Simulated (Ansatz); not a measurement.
BeS (zinc blende)

```yaml
crystal:
  lattice:
    - [0.00000, 2.43428, 2.43428]
    - [2.43428, 0.00000, 2.43428]
    - [2.43428, 2.43428, 0.00000]
  atoms:
    - { symbol: S, position: [0.75000, 0.75000, 0.75000] }
    - { symbol: Be, position: [0.00000, 0.00000, 0.00000] }
```

The slice is a {100} plane (indices of the conventional cell) through the point (0.750, 0.750, 0.750) (fractional), spanned by u = [100] and v = [0 1 -1] in vectors of this cell: u (3.44 Å) and v (3.44 Å, at 90° to u). It covers one period; positions are fractions (u, v).

These are r2SCAN (plane waves to 500 eV, PAW, scalar-relativistic; Ansatz, a first-principles code) values and carry that method's errors. k mesh 12×12×12. These are valence fields of a PAW run, semicore shells included where kept as valence: close to a nucleus they are smooth pseudo fields. BeS was relaxed with its symmetry unable to fall.

**Question.** Sketch the valence electron density on this plane as a map.

**Answer.** 
```
|*%@@@@@%%###*###%%@@@@@%|
|@@@@@@@%%##***##%%@@@@@@|
|@@@@@@@%%##***##%%@@@@@@|
|@@@@@@%%##*****##%%@@@@@|
|@@@@@%%##*******##%%@@@@|
|@@@@%%###**+++**###%%@@@|
|%%%%%###**+++++**###%%%%|
|%%%%###**+++++++**###%%%|
|#####***+++===+++***####|
|####***+++=====+++***###|
|##****+++=======+++****#|
|******+++=======+++*****|
|##****+++=======+++****#|
|####***+++=====+++***###|
|#####***+++===+++***####|
|%%%%###**+++++++**###%%%|
|%%%%%###**+++++**###%%%%|
|@@@@%%###**+++**###%%@@@|
|@@@@@%%##*******##%%@@@@|
|@@@@@@%%##*****##%%@@@@@|
|@@@@@@@%%##***##%%@@@@@@|
|@@@@@@@%%##***##%%@@@@@@|
|*%@@@@@%%###*###%%@@@@@%|
| *@@@@@%%###*###%%@@@@@*|
```
Scale: ten equal steps from -3.00 (start of ' ') to 0.06 (end of '@'), in the order ' .:-=+*#%@'. Values: log₁₀ of the valence density in e/Å³. The map has 24 points along u (one character each, u = 0 at the left) and 24 along v (v = 0 in the bottom row). The scale is logarithmic, as a density can span decades between atoms and voids; values under 0.001 e/Å³ are set to 0.001.
